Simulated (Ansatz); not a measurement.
Ga:
```cif
data_Ga2
_chemical_formula_sum 'Ga2'
_space_group_name_H-M_alt 'P 1'
_space_group_IT_number 1
_cell_length_a 4.07177
_cell_length_b 4.07177
_cell_length_c 4.07177
_cell_angle_alpha 60.000
_cell_angle_beta 60.000
_cell_angle_gamma 60.000
loop_
_space_group_symop_operation_xyz
  'x, y, z'
loop_
_atom_site_label
_atom_site_type_symbol
_atom_site_fract_x
_atom_site_fract_y
_atom_site_fract_z
_atom_site_occupancy
Ga1 Ga 0.00000 0.00000 0.00000 1
Ga2 Ga 0.25000 0.25000 0.25000 1
```

Relaxed with PBEsol.

**Question.** Decompose the optical modes at the zone centre into irreducible representations, and say which are infrared and Raman allowed.

**Answer.** Point group m-3m: Γ_opt = T2g. Infrared: none. Raman: T2g.

**Question.** Assign frequencies (DFPT, DFT-PBEsol in the program Ansatz with PAW potentials).

**Answer.** T2g 180 cm⁻¹.

Space group Fd-3m (diamond). The start of the workflow was typed in or built on a structure type; neither database checked (COD, Materials Project) lists it. It is not the phase usual at ambient conditions (space group No. 64). Symmetry was held in the PBEsol relaxation. At this level the phase is mechanically unstable. The volume moved by -22 % from the start of the relaxation. As this level gives no gap, phonon frequencies hold no LO–TO term and depend on the k-mesh and smearing (Fermi–Dirac, 0.1 eV here).

Potentials: the later of the program's two PAW sets.
